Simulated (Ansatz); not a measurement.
The cell below belongs to a search over invented structures; it isn't taken from experiment.

Input and command of a plane-wave DFT calculation in Ansatz:

```yaml
crystal:
  lattice:
    - [4.36662119, 0.0, 0.0]
    - [-2.1833106, 3.78160488, 0.0]
    - [0.0, 0.0, 8.02567641]
  atoms:
    - { symbol: Zn, position: [0.0, 0.0, 0.93824451] }
    - { symbol: Pd, position: [0.33333333, 0.66666667, 0.93513749] }
    - { symbol: Pd, position: [0.66666667, 0.33333333, 0.05426434] }
    - { symbol: Pd, position: [0.66666667, 0.33333333, 0.65656854] }
    - { symbol: Pd, position: [0.0, 0.0, 0.27830325] }
    - { symbol: F, position: [0.17867717, 0.82132283, 0.60095582] }
    - { symbol: F, position: [0.17867717, 0.35735434, 0.60095582] }
    - { symbol: F, position: [0.64264566, 0.82132283, 0.60095582] }
basis:
  ecutwfc: 420
kpoints:
  mp_grid: { grid: [4, 4, 2] }
hamiltonian:
  xc: pbe
scf:
  occupations: { method: gaussian, width: 0.2 }
  lower_state_search: "off"
output:
  forces: true
  stress: true
  eigenvalues: true
relax:
  adjacent_minimum: "off"
  f_tol: 0.08
  max_steps: 16
  cell: { stress_tol: 0.8 }
```

```bash
ansatz run input.yaml --threads 1 --pin off --max-ram 2560MiB --backend cpu --events-out ev --progress --plain --runs-dir out
```

Processor: Intel(R) Xeon(R) 6975P-C (Granite Rapids), 1 thread, on a host shared with other jobs.

Problem. How long does it run, and how much memory does it take?

Solution. About 86 s, peak memory 0.47 GiB. It solves 63 bands at 8 k points (after reduction by symmetry) with about 2173 plane waves (on the last cell), in 155 SCF iterations over 16 ionic steps.
